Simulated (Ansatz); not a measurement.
System: As$_{2}$O (cadmium iodide prototype, strained and with displaced atoms), 3 atoms in the cell.

Computed with PBE with spin–orbit coupling, all-electron LAPW, point nucleus in Ansatz 0.2.0 development build.

k-mesh 3×3×1 Γ-centred; Fermi–Dirac smearing of 0.15 eV.

```xyz
3
Lattice="3.0457 -0.0145 -0.0186 -1.5354 2.5721 0.0170 -0.0304 0.0144 4.5886" Properties=species:S:1:pos:R:3:forces:R:3 pbc="T T T" pressure_GPa=47.39
O     1.7110    1.9335    0.4287    0.7234   -0.4311    0.0273
As    1.6351    3.6863    1.5259   -0.6962    0.3266   -0.4957
As    3.1707    2.7484    3.4564   -0.0272    0.1045    0.4684
```

Forces are in eV/Å.

```json
{
 "Largest force": "0.915 eV/Å on As2"
}
```

The k-mesh is coarse, so these values belong to this mesh and can lie far from the converged ones. The elements were drawn onto a prototype; most such cells aren't known phases.
